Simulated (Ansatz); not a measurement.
The cell below belongs to a search over invented structures; it isn't taken from experiment.

Input and command of a plane-wave DFT calculation in Ansatz:

```yaml
crystal:
  lattice:
    - [6.7613722799, 0.0042564705, 0.147282938]
    - [3.3601099885, 5.8917748004, 0.0835769514]
    - [2.1347293901, 2.59623365, 9.0231994693]
  atoms:
    - { symbol: Be, position: [1.0125408118, 0.9327871545, 0.0217994729] }
    - { symbol: Be, position: [0.5115412767, 0.436659528, 0.0225672977] }
    - { symbol: Be, position: [0.5148436295, 0.9362402156, 0.014391068] }
    - { symbol: Be, position: [1.0131664702, 0.4426930611, 0.0092932862] }
    - { symbol: S, position: [0.8516878955, 0.7887997136, 0.976209935] }
    - { symbol: S, position: [0.341818765, 0.7539832881, 0.0549913782] }
    - { symbol: S, position: [0.84501923, 0.2620449797, 0.0355675763] }
    - { symbol: S, position: [0.3499743757, 0.2796319427, 0.9952191014] }
    - { symbol: S, position: [0.4172646591, 0.6577250663, 0.6179381493] }
    - { symbol: S, position: [0.3524712749, 0.9509641786, 0.4361704575] }
    - { symbol: S, position: [0.5576149042, 0.0817491234, 0.4565841854] }
    - { symbol: S, position: [0.9455067752, 0.5484431882, 0.5800970225] }
    - { symbol: S, position: [0.8806847574, 0.8428581741, 0.3992708922] }
    - { symbol: S, position: [0.7391985079, 0.4187537192, 0.5599001776] }
basis:
  ecutwfc: 420
kpoints:
  mp_grid: { grid: [4, 4, 4] }
hamiltonian:
  xc: pbe
scf:
  occupations: { method: gaussian, width: 0.02 }
output:
  forces: true
  stress: true
  eigenvalues: true
relax:
  adjacent_minimum: "off"
  f_tol: 0.01
  max_steps: 30
  cell: { stress_tol: 0.1, fix: [volume] }
```

```bash
ansatz run input.yaml --threads 1 --pin off --max-ram 2560MiB --backend cpu --events-out ev --progress --plain --runs-dir out
```

Processor: AMD EPYC 9R45 96-Core Processor (Zen 5), 1 thread, on a host shared with other jobs.

Q: Estimate time, memory and problem size.

A: About 7.9 min, peak memory 0.92 GiB. It solves 48 bands at 36 k points (after reduction by symmetry) with about 7003 plane waves, in 184 SCF iterations over 26 ionic steps.
